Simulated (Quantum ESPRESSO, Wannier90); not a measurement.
# Wannierisation of LiPd (CsCl type)

```
begin unit_cell_cart
ang
    2.9596800000    0.0000000000    0.0000000000
    0.0000000000    2.9596800000    0.0000000000
    0.0000000000    0.0000000000    2.9596800000
end unit_cell_cart
begin atoms_frac
Li   0.0000000000  0.0000000000  0.0000000000
Pd   0.5000000000  0.5000000000  0.5000000000
end atoms_frac
```

Materials Project entry mp-2743; symmetrised, unrelaxed at this level. COD (Crystallography Open Database) has the formula in 2 space groups, this one among them (matched by group alone). Computed values, not measurements, from PBEsol: Quantum ESPRESSO (norm-conserving PseudoDojo potentials, cutoff 66 Ry, no spin polarisation, no spin-orbit coupling) on a Γ-centred 10×10×10 mesh, then Wannier90. Density: 14×14×14 mesh, cold smearing 0.01 Ry.

A tight-binding model is made by disentanglement and projection with no localisation steps (num_iter = 0), so the 13 orbitals stay atom-like: hydrogen-like Li: s;p; Pd: s;p;d, axes along x, y, z; frozen window up to 1.50 eV relative to the Fermi level. It follows pw.x to 6.1 meV rms for states up to 1.0 eV relative to the Fermi level. Matrix elements depend on this choice of orbitals and windows. Bands 5 (Li 1s 99 %) lie between the kept ones and are excluded.

The 20 largest hoppings ⟨m,0|H|n,R⟩ between different sites (one of each Hermitian pair; signs follow the real orbitals' lobes; the list may end inside a set of equal values):

```tsv
m	n	R	distance of the centres (Å)	t (eV)
Pd2 s	Li1 s	0 1 1	2.56	3.307
Pd2 s	Li1 s	1 0 0	2.56	3.307
Pd2 s	Li1 s	0 1 0	2.56	3.305
Pd2 s	Li1 s	1 0 1	2.56	3.305
Pd2 s	Li1 s	0 0 0	2.56	3.303
Pd2 s	Li1 s	1 1 1	2.56	3.303
Pd2 s	Li1 s	0 0 1	2.56	3.300
Pd2 s	Li1 s	1 1 0	2.56	3.300
Li1 px	Li1 px	1 0 0	2.96	3.228
Li1 py	Li1 py	0 1 0	2.96	3.228
Li1 pz	Li1 pz	0 0 1	2.96	3.228
Li1 s	Li1 py	0 1 0	2.96	2.769
Li1 py	Li1 s	0 1 0	2.96	-2.769
Li1 s	Li1 px	1 0 0	2.96	2.769
Li1 px	Li1 s	1 0 0	2.96	-2.769
Li1 s	Li1 pz	0 0 1	2.96	2.769
Li1 pz	Li1 s	0 0 1	2.96	-2.769
Li1 s	Li1 s	0 1 0	2.96	-2.407
Li1 s	Li1 s	1 0 0	2.96	-2.407
Li1 s	Li1 s	0 0 1	2.96	-2.407
```
